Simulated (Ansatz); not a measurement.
Relaxation of a generated cell, W placed in the AFLOW prototype A_tP4_129_ac (A_d); 4 atoms in the cell, which starts as P4/nmm, origin choice 1 (No. 129), tP4; a = 4.5015 Å, b = 4.5015 Å, c = 3.1144 Å, α = 90.00°, β = 90.00°, γ = 90.00°. All values below come from r2SCAN (plane waves to 500 eV, PAW, scalar-relativistic; Ansatz, a first-principles code). Γ-centred k-mesh 7×7×10 on the run's cell (coarser than for final values), Fermi–Dirac smearing 0.05 eV. This is the first round of the run. 

The optimiser's lines from the output (shortened; P is positive under compression):

```
relax step   1: F+E_penalty+E_count = -41590.63530995 eV  Δ(F+E_penalty+E_count) = +0.000e0 eV  max|allowed force component| = 6.398e0 eV/Å  Δτ_max = 0.0000 Å  P = +19.129 GPa  Ω = 63.109 Å³  (8 SCF iters, dr2 threshold 1.00e-7 eV, accepted)
relax step   2: F+E_penalty+E_count = -41592.49625594 eV  Δ(F+E_penalty+E_count) = -1.861e0 eV  max|allowed force component| = 2.680e0 eV/Å  Δτ_max = 0.1949 Å  P = -1.946 GPa  Ω = 64.972 Å³  (9 SCF iters, dr2 threshold 4.00e-7 eV, accepted)
relax step   3: F+E_penalty+E_count = -41592.90283396 eV  Δ(F+E_penalty+E_count) = -4.066e-1 eV  max|allowed force component| = 1.645e-2 eV/Å  Δτ_max = 0.1958 Å  P = +11.020 GPa  Ω = 61.689 Å³  (9 SCF iters, dr2 threshold 4.00e-7 eV, accepted)
relax step   4: F+E_penalty+E_count = -41593.01730102 eV  Δ(F+E_penalty+E_count) = -1.145e-1 eV  max|allowed force component| = 1.775e-2 eV/Å  Δτ_max = 0.0028 Å  P = +3.275 GPa  Ω = 63.037 Å³  (6 SCF iters, dr2 threshold 4.00e-7 eV, accepted)
relax step   5: F+E_penalty+E_count = -41593.03821821 eV  Δ(F+E_penalty+E_count) = -2.092e-2 eV  max|allowed force component| = 4.164e-3 eV/Å  Δτ_max = 0.0010 Å  P = -0.084 GPa  Ω = 63.670 Å³  (5 SCF iters, dr2 threshold 4.00e-7 eV, accepted)
relax step   6: F+E_penalty+E_count = -41593.03832504 eV  Δ(F+E_penalty+E_count) = -1.068e-4 eV  max|allowed force component| = 8.290e-4 eV/Å  Δτ_max = 0.0003 Å  P = -0.005 GPa  Ω = 63.654 Å³  (4 SCF iters, dr2 threshold 1.51e-7 eV, accepted)
relax step   7: F+E_penalty+E_count = -41593.03848081 eV  Δ(F+E_penalty+E_count) = -1.558e-4 eV  max|allowed force component| = 8.230e-4 eV/Å  Δτ_max = 0.0000 Å  P = -0.008 GPa  Ω = 63.654 Å³  stress off target by 1.75e-2 GPa  SCF on the basis re-selected at this cell (its energy is not comparable with the rows above)  (6 SCF iters)
```

From the first to the last row the energy changes by -0.60 eV/atom and the volume by +0.9 %. The last row is marked as not comparable with the walk above it, whose basis was carried along; it does compare with step 1, since both stand on a basis selected at the nominal cutoff for their own cell.

Later rounds, restarted from the end of this one on a renewed k-mesh, logged 4 more steps and released under 0.01 eV/atom more. The final structure after all rounds: Im-3m (No. 229), cI2, bcc (W type); a = b = c = 3.1698 Å, α = β = γ = 90.00°. Between re-selections the logged energies stand on a plane-wave basis carried along with the cell. No spin polarisation in the result.

The run could not lose the symmetry of its start; a randomly shaken copy of 2 atoms returns to this structure.
